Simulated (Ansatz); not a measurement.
Data:

TiNi:
```xyz
4
Lattice="2.8495 0.0000 0.0000 0.0000 3.9227 0.0000 -1.4165 0.0000 4.6004" Properties=species:S:1:pos:R:3 pbc="T T T"
Ti     0.7175     2.9420     3.6158
Ti     0.7155     0.9807     0.9846
Ni     2.1409     2.9420     1.5158
Ni    -0.7079     0.9807     3.0846
```

This is the LDA-relaxed structure.

**Question.** All from plane-wave PAW LDA (Ansatz code), unless another level is named. Predict the density of states at the Fermi level.

**Answer.** 0.45 states/eV per atom (mean over ±0.08 eV).

**Question.** Next, the formation energy from the elements (no fitted shifts)?

**Answer.** -0.43 eV/atom.

Space group P2_1/m. The workflow started from a Materials Project entry (that database holds measured and hypothetical structures alike); the Crystallography Open Database files this formula in space group No. 11, but the cells were not matched. Its standing as an ambient phase is unchecked. Symmetry was held in the LDA relaxation; its stability against distortions is not shown here. No spin polarisation was allowed. The references are the lowest solids computed at this level, not always the standard phases.

Potentials: the later of the program's two PAW sets.
